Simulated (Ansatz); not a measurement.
A generator proposed this cell of Mg3Si2N.

```cif
data_structure
_symmetry_space_group_name_H-M 'P-4m2'
_symmetry_Int_Tables_number 115
_cell_length_a 3.3866
_cell_length_b 3.3866
_cell_length_c 7.4222
_cell_angle_alpha 90.000
_cell_angle_beta 90.000
_cell_angle_gamma 90.000
_cell_volume 85.13
loop_
_atom_site_label
_atom_site_type_symbol
_atom_site_symmetry_multiplicity
_atom_site_Wyckoff_symbol
_atom_site_fract_x
_atom_site_fract_y
_atom_site_fract_z
_atom_site_occupancy
Mg1 Mg 1 b 0.50000 0.50000 0.00000 1
Mg2 Mg 2 g 0.00000 0.50000 0.38200 1
Si1 Si 2 g 0.00000 0.50000 0.73400 1
N1 N 1 a 0.00000 0.00000 0.00000 1
```

Computed with DFT PBE, scalar-relativistic, plane waves, PAW (Ansatz). Cutoff 420 eV; k points 6×6×4 on the computed 6-atom cell (Γ-centred); Gaussian smearing, width 0.10 eV; no spin polarisation.

The zero of energy is the elements' standard structures at the same level (N₂ as a molecule); no fitted shifts are applied.

Task: Estimate its pressure, forces and energy as it stands.

Result: The pressure is 13.2 GPa (the mean over three directions, positive in compression), the largest force is 0.89 eV/Å, and the energy is +0.55 eV/atom against the elements. The shortest distance is 2.39 Å.

Task: How much does it gain on relaxing, and where does it end?

Result: Relaxing gains about 0.28 eV/atom (the start's value is from the coarse mesh, so the gain is rough) in 19 ionic steps and ends at +0.27 eV/atom on the finer mesh. The symmetry stays P-4m2 (No. 115). The volume per atom grows by 14.9 %, from 14.2 to 16.3 Å³. The shortest distance goes from 2.39 Å (Mg–N) to 2.13 Å (Mg–N). The ratio c/a of the conventional cell changes by a factor of 1.63. Conventional cell: a = 3.015 Å, c = 10.760 Å. Around Mg on a site of symmetry -4m2 lie 4 N at 2.13 Å and 4 Si at 2.75 Å; Si is surrounded by 2 N at 2.75 Å, 6 Mg at 2.75–2.84 Å and 4 Si at 3.01 Å; around N lie 4 Mg at 2.13 Å and 4 Si at 2.75 Å; 1 more site not described.

The last run used a 12×12×4 mesh (in the run's order of axes) for its 6-atom cell and Gaussian smearing of 0.10 eV. The relaxation can't lower the symmetry of the start. Symmetry constrained the relaxation, so the result can be a saddle point. Another cell of Mg3Si2N relaxed alike, in P4/mmm, lies 189 meV/atom lower, so this cell isn't the stable form at this level.
